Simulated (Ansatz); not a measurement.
Sheets of one type (M2XT2 MXene (fcc sites)-type), plane-wave PAW PBE (Ansatz code); HSE06 gaps on those cells.

```csv
layer,a (Å),thickness (Å)
W2CO2,3.110,4.49
Ti2CO2,3.029,4.43
Hf2CF2,3.275,5.10
Hf2CO2,(withheld),(withheld)
Cr2CO2,2.894,4.41
Zr2CO2,3.307,4.63
```

**Question.** Complete the blanks.

**Answer.** 
- Hf2CO2, a (Å): 3.274
- Hf2CO2, thickness (Å): 4.63

Spin orders computed, not proven ground states: Cr2CO2, M2XT2 MXene (fcc sites)-type layer ferromagnetic. All cells were relaxed under the symmetry of their starts (and spin orders); stability against distortions was not tested throughout. Rows with no word on spin ran without spin polarisation. No Hubbard U is applied. Spin–orbit coupling is left out wherever it is not named. Constructed layers (a layer type filled with these elements): W2CO2, M2XT2 MXene (fcc sites)-type layer; Ti2CO2, M2XT2 MXene (fcc sites)-type layer; Hf2CF2, M2XT2 MXene (fcc sites)-type layer; Hf2CO2, M2XT2 MXene (fcc sites)-type layer; Cr2CO2, M2XT2 MXene (fcc sites)-type layer; Zr2CO2, M2XT2 MXene (fcc sites)-type layer.

Potentials: the later of the program's two PAW sets.
